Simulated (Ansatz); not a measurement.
SiC:
```yaml
crystal:
  lattice:
    - [3.07531, 0.00000, 0.00000]
    - [-1.53765, 2.66329, 0.00000]
    - [0.00000, 0.00000, 5.04816]
  atoms:
    - { symbol: Si, position: [0.66667, 0.33333, 0.00050] }
    - { symbol: Si, position: [0.33333, 0.66667, 0.50050] }
    - { symbol: C, position: [0.66667, 0.33333, 0.62470] }
    - { symbol: C, position: [0.33333, 0.66667, 0.12470] }
```

Cartesian axes are those of the cell as given.

**Question.** Give the high-frequency dielectric tensor and the Born effective charge tensors of the independent atoms from DFPT, r²SCAN (plane waves, PAW; program Ansatz).

**Answer.** 
ε∞:
```
6.48  0.00  0.00
0.00  6.48  0.00
0.00  0.00  6.81
```
Z* of atom 1 (Si), rows: field, columns: displacement, in e:
```
2.68  0.00  0.00
0.00  2.68  0.00
0.00  0.00  2.87
```
Z* of atom 3 (C), rows: field, columns: displacement, in e:
```
-2.68   0.00   0.00
 0.00  -2.68   0.00
 0.00   0.00  -2.87
```

Static charges for comparison (Bader): Si1 +2.88, C3 -2.88 e. Born charges measure polarisation by displacement and can exceed these by far.

Space group P6_3mc (wurtzite). Symmetry was held in the r²SCAN relaxation.

Potentials: the later of the program's two PAW sets.
